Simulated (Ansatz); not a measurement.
CuI:
```
CELL_PARAMETERS angstrom
      5.35747     0.00000     0.00000
     -2.67874     4.63971     0.00000
      0.00000     0.00000    10.05885
ATOMIC_POSITIONS crystal
  Cu 0.16996 0.00000 0.33333
  Cu 0.00000 0.16996 0.66667
  Cu 0.83004 0.83004 0.00000
  I  0.62150 0.00000 0.83333
  I  0.00000 0.62150 0.16667
  I  0.37850 0.37850 0.50000
```

Relaxed with PBE. Special points in fractions of this cell's reciprocal vectors: Γ (0.000, 0.000, 0.000); M (0.500, 0.000, 0.000); K (0.333, 0.333, 0.000); A (0.000, 0.000, 0.500); L (0.500, 0.000, 0.500); H (0.333, 0.333, 0.500).

List the band energies nearest the valence-band maximum at these points for the program Ansatz at the PBE level (PAW).

In eV from the valence-band maximum; about four levels below and three above (degenerate sets whole), none deeper than 8.9 eV; points with the same levels are listed once.

```json
[
 {"k": "Γ", "below": "-0.39 -0.18 -0.18 -0.07", "above": "2.63 3.85 3.85"},
 {"k": "M", "below": "-0.36 -0.24 -0.20 0.00", "above": "3.39 3.87 4.10"},
 {"k": "K", "below": "-0.52 -0.52 -0.19 -0.19 -0.07", "above": "3.94 3.94 4.04"},
 {"k": "A", "below": "-0.49 -0.49 -0.30 -0.07 -0.07", "above": "3.31 3.31 3.49"},
 {"k": "L", "below": "-0.52 -0.39 -0.09 -0.07", "above": "3.37 3.73 4.18"},
 {"k": "H", "below": "-0.57 -0.57 -0.31 -0.31 -0.02", "above": "4.23 4.24 4.24"}
]
```

Space group P3_121. The start of the workflow was typed in or built on a structure type; neither database checked (COD, Materials Project) lists it. It is not the phase usual at ambient conditions (space group No. 216). Symmetry was held in the PBE relaxation; whether a distortion lowers the energy is not shown. The workflow began spin-polarised and lost its moments. The volume moved by 63 % from the start of the relaxation. Spin–orbit coupling is left out wherever it is not named.

Potentials: the earlier of the program's two PAW sets.
